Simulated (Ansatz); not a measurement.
An Ansatz run on Si3Sn, ordered on the diamond lattice (P-4m2) with 4 atoms a cell left the output below. The geometry is the r2SCAN minimum.

The cell given to it:
```
Si Sn
1.0
     4.03764    0.00000    0.00000
     0.00000    4.03764    0.00000
     0.00000    0.00000    5.74862
Si Sn
3 1
Direct
  0.50000 0.00000 0.77460
  0.50000 0.50000 0.00000
  0.00000 0.50000 0.22540
  0.00000 0.00000 0.50000
```

Output, abridged:
```
scf.n_extra_bands = 5 over 13 filled bands (N_el = 26.0): the run solves 18 bands
Pseudopotential: Si, paw, valence charge 4, recommended cutoff 420 eV (normal)
Pseudopotential: Sn, paw, valence charge 14, recommended cutoff 420 eV (normal)
Functional definition: PBE
Crystal: 4 atoms, lattice volume = 93.717 Å³
Basis set: ecut = 420 eV, 1875 PW (Γ)
Symmetry: 8 space group operations
Space group: P-4m2 (ITA 115)
k-points: 30 of 144 (time reversal used)
preconditioner: auto → Resta (q_TF=auto, 2.203 Å⁻¹)  ε∞=4.7  [insulator: Δε(μ)=0.231 eV  σ=0.020 eV  ℏωp=15.3 eV]
SCF converged after 6 iterations
Free energy (F): -7931.110384 eV
Internal energy: -7931.110366 eV  (E = F + TS)
E sigma→0 (E₀):  -7931.110375 eV
Entropy (-TS):   -0.000018 eV (-0.004 meV/atom)
Fermi energy:    7.167186 eV
--- Forces (eV/Å), atoms counted from 1 ---
  atom   1  Si      0.00000      0.00000      0.08590
  atom   2  Si      0.00000      0.00000      0.00000
  atom   3  Si      0.00000      0.00000    -0.08590
  atom   4  Sn      0.00000      0.00000      0.00000
--- Stress (GPa, compression-positive) ---
        1.459936       0.000000       0.000000
        0.000000       1.459936       0.000000
        0.000000       0.000000       1.439642
  P = ⅓ Tr σ = 1.4532 GPa (14.532 kbar)
--- Band table (eV; the first three rows and the last of 30) ---
  k-point 0: bands = […, -0.8343, 4.0039, 4.0039, 6.7294, 7.0466, 7.0466, 7.5453, 7.5784, 8.8541, 9.3364, …]
  k-point 1: bands = […, 1.0651, 4.2014, 4.2014, 5.2804, 6.2989, 6.2989, 7.4504, 8.0080, 9.2735, 10.1935, …]
  k-point 2: bands = […, 3.0838, 3.2367, 4.5203, 4.5203, 5.6264, 5.6264, 7.6063, 8.0087, 9.7582, 10.3109, …]
  k-point 29: bands = […, -0.7440, -0.3059, 3.2541, 3.2673, 3.2673, 3.3467, 10.9830, 10.9830, 11.0706, 11.1345, …]
```

Q: Which of these blocks stood in the input: relax, gw, phonons, dielectric, magnetization (spin_orbit)?

A: None of them. A single point prints forces and stress when the output block asks for them.

Q: Which k mesh was typed?

A: 6×6×4, Γ-centred. The answer isn't unique; the calculation gave this one.

Q: How were the bands filled?

A: With smearing of width σ = 0.02 eV (Fermi-Dirac in this run).

Run as `ansatz run input.yaml --threads 2 --pin off --max-ram 2211MiB --backend cpu --events-out ev --progress --plain --runs-dir out`.

All values are calculated for a non-magnetic cell, which may be hypothetical.

Spin-orbit coupling is left out, which matters wherever the heavy atoms make up the band edges.
